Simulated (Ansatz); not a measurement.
Relaxed-ion elastic tensor of BaTaO3 (cubic perovskite, Pm-3m) in GPa (Voigt order), DFT-PBEsol in the program Ansatz with PAW potentials; density 9.02 g/cm³, 13.48 Å³ per atom.

```
     1    2    3     4     5     6
-  ---  ---  ---  ----  ----  ----
1  384  102  102   0.0   0.0   0.0
2  102  384  102   0.0   0.0   0.0
3  102  102  384   0.0   0.0   0.0
4  0.0  0.0  0.0  75.9   0.0   0.0
5  0.0  0.0  0.0   0.0  75.9   0.0
6  0.0  0.0  0.0   0.0   0.0  75.9
```

Is the crystal mechanically stable?

Yes: the smallest eigenvalue of C is 75.9 GPa.

Work out the Voigt, Reuss and Hill averages.

K_V = 196, K_R = 196, K_H = 196; G_V = 102, G_R = 93.1, G_H = 97.5 GPa.

Give Young's modulus, Poisson's ratio, Pugh's ratio and the universal anisotropy index.

E = 9KG/(3K + G) = 251 GPa; ν = 0.29; K/G = 2.01 (ductile by the Pugh limit of 1.75); A_U = 5G_V/G_R + K_V/K_R − 6 = 0.47.

Estimate the sound speeds and the Debye temperature.

v_l = √((K + 4G/3)/ρ) = 6010 m/s, v_t = √(G/ρ) = 3290 m/s, mean 3670 m/s; Θ = (h/k)(3n/4πV)^(1/3) v_m = 459 K.

Give the Zener ratio and Young's modulus along [100], [110] and [111].

A = 2C44/(C11 − C12) = 0.54; 1/E = S11 − 2(S11 − S12 − S44/2)Γ with Γ = 0, 1/4, 1/3 gives 341, 225, 202 GPa.

The first step of the workflow began from a Materials Project structure, measured or hypothetical; the Crystallography Open Database copy checked does not list it. Whether it is the stable phase at ambient conditions was not checked. The cell was relaxed with PBEsol under the symmetry of its start; its stability against distortions is not shown here. The run is not spin-polarised. With an odd number of electrons in the cell and no spin polarisation, the count alone makes it a metal. As this level gives no gap, shear constants depend on the k-mesh and smearing (Fermi–Dirac, 0.1 eV here). Scalar-relativistic: spin–orbit coupling is off unless named, which matters more the heavier the elements.

Potentials: the later of the program's two PAW sets.
